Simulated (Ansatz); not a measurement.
Ansatz (an electronic-structure program) input:

Ansatz 0.2 input:
```yaml
crystal:
  lattice:
    - [5.3653639918, 0.0, 0.0]
    - [0.0, 5.3653639918, 0.0]
    - [0.0, 0.0, 5.3653639918]
  atoms:
    - { symbol: Ba, position: [0.0, 0.5, 0.5] }
    - { symbol: Ba, position: [0.5, 0.0, 0.5] }
    - { symbol: Ba, position: [0.5, 0.5, 0.0] }
    - { symbol: Si, position: [0.0, 0.0, 0.0] }
    - { symbol: O, position: [0.5, 0.5, 0.5] }
kpoints:
  mp_grid: { grid: [3, 3, 3] }
hamiltonian:
  xc: hse06
  pseudopotentials: { kind: paw }
scf:
  n_extra_bands: 6
  occupations: { method: gaussian, width: 0.02 }
output:
  eigenvalues: true
  eigenstates:
    e_range: [-9.0, 8.0]
    kpoints:
      - [0.0, 0.0, 0.0]  # GAMMA
      - [0.5, 0.5, 0.5]  # R
      - [0.5, 0.5, 0.0]  # M
      - [0.0, 0.5, 0.0]  # X
```

Output (shortened):

```
Pseudopotentials: kind: paw
Pseudopotential: Ba, paw, valence charge 10
Pseudopotential: Si, paw, valence charge 4
Pseudopotential: O, paw, valence charge 6
Functional definition: HSE06
Crystal: 5 atoms, lattice volume = 154.453 Å³
Basis set: ecut = 420 eV, 2969 PW (Γ)
Bands: 26, of which v1, the nominal top of the filled ones, is band 20 counted from 1 (19 counted from 0)
Symmetry: 48 space group operations
Space group: Pm-3m (ITA 221), of the structure as read, at distance tolerance 5.4e-5 Å
k-points: 4 of 27
PAW frozen core: Ba, regenerated for the run's functional, and the local potential with it
PAW frozen core: Si, regenerated for the run's functional, and the local potential with it
PAW frozen core: O, regenerated for the run's functional, and the local potential with it
Initial wavefunctions: pseudopotential atomic-orbital guess
Eigensolver: davidson
Functional: x = pbe(κ = 0.804, μ = 0.2195149727645171), c = pbe(β = 0.06672455060314922), warm-up for x = pbe(κ = 0.804, μ = 0.2195149727645171) + 0.25 (exact …
SCF iter   1: F=—  HF=-19055.259084 eV  |F-HF|=—  |Δ(HF+E_count)|=         —  Δρ=1.39e-3  dr2=7.96e-3  ethr=1.77e-3  ⟨swp⟩=14.8  Hψ=683  notcnv=0
preconditioner: auto → none
SCF iter   2: F=—  HF=-19055.265436 eV  |F-HF|=—  |Δ(HF+E_count)|=   6.35e-3  Δρ=1.15e-3  dr2=2.49e-3  ethr=1.99e-5  ⟨swp⟩=7.0  Hψ=400  notcnv=0
SCF iter   3: F=—  HF=-19055.265363 eV  |F-HF|=—  |Δ(HF+E_count)|=   7.35e-5  Δρ=7.79e-4  dr2=1.18e-3  ethr=6.22e-6  ⟨swp⟩=5.0  Hψ=284  notcnv=0
iter 4 solved again at ethr=2.25e-7 eV; its pass at ethr=2.96e-6 eV (dr2=8.99e-5 eV) is discarded
SCF iter   4: F=—  HF=-19055.265204 eV  |F-HF|=—  |Δ(HF+E_count)|=   1.58e-4  Δρ=2.36e-4  dr2=9.48e-5  ethr=2.25e-7  ⟨swp⟩=4.2  Hψ=519  notcnv=0
SCF iter   5: F=—  HF=-19055.265188 eV  |F-HF|=—  |Δ(HF+E_count)|=   1.63e-5  Δρ=1.14e-4  dr2=1.34e-5  ethr=2.25e-7  ⟨swp⟩=3.0  Hψ=208  notcnv=0
SCF iter   6: F=—  HF=-19055.265202 eV  |F-HF|=—  |Δ(HF+E_count)|=   1.43e-5  Δρ=8.51e-5  dr2=1.70e-5  ethr=3.35e-8  ⟨swp⟩=5.0  Hψ=280  notcnv=0
SCF iter   7: F=—  HF=-19055.265199 eV  |F-HF|=—  |Δ(HF+E_count)|=   3.21e-6  Δρ=4.57e-5  dr2=5.07e-6  ethr=3.35e-8  ⟨swp⟩=3.0  Hψ=197  notcnv=0
SCF iter   8: F=—  HF=-19055.265198 eV  |F-HF|=—  |Δ(HF+E_count)|=   8.04e-7  Δρ=1.27e-5  dr2=2.89e-7  ethr=1.27e-8  ⟨swp⟩=4.0  Hψ=225  notcnv=0
SCF iter  11: F=-19055.265198 eV  HF=-19055.265198 eV  |F-HF|=5.09e-10  |Δ(HF+E_count)|=   3.78e-9  Δρ=5.71e-7  dr2=6.59e-10  ethr=3.04e-11  ⟨swp⟩=5.0  Hψ=304  notcnv=0
SCF 1 converged in 11 iterations: F = -19055.265198 eV  dr2 = 6.59e-10
Crystal: 5 atoms, lattice volume = 154.453 Å³
Initial density: handed on by an earlier stage of this run
Initial wavefunctions: those handed on with the density
Functional: x = pbe(κ = 0.804, μ = 0.2195149727645171) + 0.25 (exact − pbe) at short range (hse, ω = 0.20786987370883472 Å⁻¹), c = pbe(β = 0.06672455060314922); HSE06 as pw.x's `hse` composes it (authors' and Libxc's form: `xc: wpbeh`)
Exchange kernel: α = 0.2500, screened, ω = 0.2079 Å⁻¹, Wigner–Seitz truncation, v(0) = 1035.3491 eV·Å³, q-mesh 3×3×3, nearest image of the exchange supercell L …
Frozen-core exchange: fock
iter 1 solved again at ethr=1.03e-4 eV; its pass at ethr=1.00e-1 eV (dr2=4.13e-2 eV) is discarded
SCF iter   1: F=—  HF=-19070.050605 eV  |F-HF|=—  |Δ(HF+E_count)|=         —  Δρ=4.89e-3  dr2=8.86e-2  ethr=1.03e-4  ⟨swp⟩=5.8  Hψ=573  notcnv=0
preconditioner: auto → none
SCF iter   2: F=—  HF=-19070.029086 eV  |F-HF|=—  |Δ(HF+E_count)|=   2.15e-2  Δρ=4.53e-3  dr2=2.51e-2  ethr=7.18e-5  ⟨swp⟩=5.0  Hψ=349  notcnv=0
SCF iter   3: F=—  HF=-19070.022783 eV  |F-HF|=—  |Δ(HF+E_count)|=   6.30e-3  Δρ=1.10e-3  dr2=4.14e-3  ethr=2.01e-5  ⟨swp⟩=5.0  Hψ=286  notcnv=0
SCF iter   4: F=—  HF=-19070.022326 eV  |F-HF|=—  |Δ(HF+E_count)|=   4.58e-4  Δρ=5.89e-4  dr2=2.53e-3  ethr=1.86e-6  ⟨swp⟩=4.5  Hψ=282  notcnv=0
SCF iter   5: F=—  HF=-19070.022142 eV  |F-HF|=—  |Δ(HF+E_count)|=   1.84e-4  Δρ=8.80e-5  dr2=1.85e-3  ethr=5.53e-7  ⟨swp⟩=4.5  Hψ=265  notcnv=0
SCF iter   6: F=—  HF=-19070.022145 eV  |F-HF|=—  |Δ(HF+E_count)|=   3.75e-6  Δρ=3.26e-5  dr2=2.32e-6  ethr=1.16e-8  ⟨swp⟩=5.2  Hψ=346  notcnv=0
SCF iter   7: F=-19070.022145 eV  HF=-19070.022145 eV  |F-HF|=1.65e-8  |Δ(HF+E_count)|=   5.49e-7  Δρ=4.66e-6  dr2=3.41e-8  ethr=1.97e-9  ⟨swp⟩=4.2  Hψ=278  notcnv=0
SCF 2 converged in 7 iterations: F = -19070.022145 eV  dr2 = 3.41e-8
hybrid outer 1: dexx = +1.427e-2 eV, tail = 3.81e-3 eV
Crystal: 5 atoms, lattice volume = 154.453 Å³
Exchange kernel: α = 0.2500, screened, ω = 0.2079 Å⁻¹, Wigner–Seitz truncation, v(0) = 1035.3491 eV·Å³, q-mesh 3×3×3, nearest image of the exchange supercell L …
Frozen-core exchange: fock
SCF iter   1: F=—  HF=-19070.038186 eV  |F-HF|=—  |Δ(HF+E_count)|=         —  Δρ=4.97e-4  dr2=7.39e-4  ethr=4.76e-5  ⟨swp⟩=3.0  Hψ=239  notcnv=0
preconditioner: auto → none
iter 2 solved again at ethr=1.04e-7 eV; its pass at ethr=1.74e-6 eV (dr2=4.16e-5 eV) is discarded
SCF iter   2: F=—  HF=-19070.038089 eV  |F-HF|=—  |Δ(HF+E_count)|=   9.70e-5  Δρ=1.59e-4  dr2=7.65e-5  ethr=1.04e-7  ⟨swp⟩=4.0  Hψ=532  notcnv=0
SCF iter   3: F=—  HF=-19070.038083 eV  |F-HF|=—  |Δ(HF+E_count)|=   6.61e-6  Δρ=9.94e-5  dr2=4.85e-5  ethr=1.04e-7  ⟨swp⟩=5.0  Hψ=250  notcnv=0
SCF iter   4: F=—  HF=-19070.038078 eV  |F-HF|=—  |Δ(HF+E_count)|=   4.80e-6  Δρ=4.19e-5  dr2=3.40e-5  ethr=4.72e-8  ⟨swp⟩=3.0  Hψ=210  notcnv=0
SCF iter   5: F=—  HF=-19070.038078 eV  |F-HF|=—  |Δ(HF+E_count)|=   5.06e-7  Δρ=7.13e-6  dr2=3.15e-5  ethr=8.87e-9  ⟨swp⟩=4.2  Hψ=244  notcnv=0
SCF iter   6: F=—  HF=-19070.038370 eV  |F-HF|=—  |Δ(HF+E_count)|=   2.93e-4  Δρ=9.15e-5  dr2=2.67e-5  ethr=1.00e-10  ⟨swp⟩=9.2  Hψ=656  notcnv=0
SCF iter   7: F=-19070.038363 eV  HF=-19070.038363 eV  |F-HF|=3.54e-7  |Δ(HF+E_count)|=   7.35e-6  Δρ=1.55e-5  dr2=1.23e-6  ethr=1.00e-10  ⟨swp⟩=7.8  Hψ=491  notcnv=0
SCF 3 stopped early in 7 iterations: F = -19070.038363 eV  dr2 = 1.23e-6
hybrid outer 2: dexx = +3.281e-4 eV, tail = 5.28e-5 eV, Δε = 3.67e-2 eV (about 1.06e-3 eV left of the loop's levels)
Crystal: 5 atoms, lattice volume = 154.453 Å³
Exchange kernel: α = 0.2500, screened, ω = 0.2079 Å⁻¹, Wigner–Seitz truncation, v(0) = 1035.3491 eV·Å³, q-mesh 3×3×3, nearest image of the exchange supercell L …
Frozen-core exchange: fock
SCF iter   1: F=—  HF=-19070.038365 eV  |F-HF|=—  |Δ(HF+E_count)|=         —  Δρ=9.51e-6  dr2=5.53e-7  ethr=3.44e-8  ⟨swp⟩=5.0  Hψ=270  notcnv=0
preconditioner: auto → none
iter 2 solved again at ethr=7.03e-11 eV; its pass at ethr=8.11e-10 eV (dr2=2.81e-8 eV) is discarded
SCF iter   2: F=—  HF=-19070.038365 eV  |F-HF|=—  |Δ(HF+E_count)|=   6.15e-8  Δρ=4.19e-6  dr2=2.51e-7  ethr=7.03e-11  ⟨swp⟩=4.0  Hψ=510  notcnv=0
SCF iter   3: F=—  HF=-19070.038365 eV  |F-HF|=—  |Δ(HF+E_count)|=   8.11e-9  Δρ=4.29e-7  dr2=2.20e-7  ethr=6.92e-11  ⟨swp⟩=4.0  Hψ=223  notcnv=0
SCF iter   4: F=—  HF=-19070.038369 eV  |F-HF|=—  |Δ(HF+E_count)|=   3.57e-6  Δρ=6.26e-6  dr2=1.29e-7  ethr=1.00e-12  ⟨swp⟩=9.0  Hψ=551  notcnv=0
SCF iter   5: F=-19070.038369 eV  HF=-19070.038369 eV  |F-HF|=1.87e-8  |Δ(HF+E_count)|=   3.22e-8  Δρ=3.64e-6  dr2=2.44e-8  ethr=1.00e-12  ⟨swp⟩=6.0  Hψ=425  notcnv=0
SCF 4 converged in 5 iterations: F = -19070.038369 eV  dr2 = 2.44e-8
hybrid outer 3: dexx = +3.710e-7 eV, tail = 5.12e-8 eV, Δε = 6.71e-4 eV (about 8.80e-5 eV left of the loop's levels)
the last iteration of the SCF fills more bands at one k-point than at another …
NSCF: frozen V_eff on 4 k-points
hybrid SCF converged: 3 outer / 19 inner (+11 warm-up), last move |dexx| = 3.71e-7 eV, tail = 5.12e-8 eV
Stability not checked (fock_operator)
Free energy (F): -19070.038369 eV
Frozen-core exchange: fock
Harris-Foulkes:  -19070.038369 eV  (|F-HF|=1.87e-8)
Internal energy: -19070.037226 eV  (E = F + TS)
E sigma→0 (E₀):  -19070.037797 eV
Entropy (-TS):   -0.001143 eV (-0.229 meV/atom)
Fermi energy:    8.894823 eV
--- Per-component energies (eV) ---
  E_band       = -193.365609
  E_kinetic    = 721.095623
  E_local      = -1473.164324  (includes V_loc(G=0)·N_el)
  E_nonlocal   = 241.297739
  E_hartree    = 532.609166
  E_xc         = -510.910116
  E_vxc        = -441.701415  (∫ρ·V_xc dr)
  E_exx        = -80.508198  (= α·E_x^exact, valence–valence)
  E_paw        = -16405.110152  (= ΣΔE_a)
  E_vpaw       = -145.095369  (= ΣTr[D̂ρ^β])
  E_aug_tail   = 0.002386  (compensation charges beyond the density's cutoff)
  E_ewald      = -2094.818890
  E_core_change = -0.530458  (= ΣΔE_core)
  E_smearing   = -0.001143  (= −TS)
  E_closure    =  0.000000  (closes the sum)
  Σ components = -19070.038369   (vs F -19070.038369, Δ=3.64e-12)
  [band-id]    e_kinetic+e_local+e_nonlocal+2·e_hartree+e_vxc+2·e_exx+e_vpaw+e_augmentation_tail = -193.363426   (vs E_band -193.365609, Δ=2.18e-3)
--- Band table (eV) ---
  k-point 0: bands = ["-22.1722", "-21.8200", "-21.8200", "-11.7651", "-7.0146", "-7.0146", "-7.0146", "-5.9950", "-5.9950", "-5.9950", "-5.6508", "-5.6508", "-5.6508", "1.3189", "4.9000", "4.9000", "4.9000", "8.6812", "8.6812", "8.9009", "8.9009", "8.9009", "9.0764", "9.0764", "9.0764", "10.5375"]
  k-point 1: bands = ["-22.0985", "-21.8904", "-21.8190", "-11.9576", "-6.8591", "-6.8591", "-6.5303", "-6.0909", "-6.0909", "-6.0338", "-5.7459", "-5.7459", "-5.6915", "1.7349", "3.7664", "4.8255", "4.8255", "6.7016", "8.0215", "8.0215", "9.4333", "9.6945", "10.2640", "10.8369", "10.8369", "11.6011"]
  k-point 2: bands = ["-22.0345", "-21.9014", "-21.8644", "-12.1510", "-6.6812", "-6.6732", "-6.3495", "-6.2778", "-6.1039", "-5.9427", "-5.7808", "-5.7612", "-5.6198", "1.8957", "3.6277", "3.6844", "4.7464", "6.9850", "7.3944", "7.5484", "10.0676", "10.5454", "10.6807", "11.1218", "11.8723", "12.5396"]
  k-point 3: bands = ["-21.9895", "-21.8999", "-21.8999", "-12.3453", "-6.6831", "-6.6010", "-6.6010", "-5.9583", "-5.9583", "-5.8965", "-5.6797", "-5.6173", "-5.6173", "1.7859", "3.4816", "3.5666", "3.5666", "7.0818", "7.9475", "7.9475", "10.4084", "10.4084", "10.6310", "11.3143", "11.3143", "11.8844"]
  band table: 26 of 26 bands, residual norms ≤ 1.0e-3 eV
```

Cost: roughly 2.3 core-minutes on shared cores.

The workflow started from a Materials Project entry (that database holds measured and hypothetical structures alike); the Crystallography Open Database copy checked does not list it. Whether it is the stable phase at ambient conditions was not checked. The r²SCAN relaxation kept the symmetry of its start; its stability against distortions is not shown here. Scalar-relativistic: spin–orbit coupling is off unless named, which matters more the heavier the elements.

Potentials: the later of the program's two PAW sets.

Ansatz is a plane-wave DFT program.
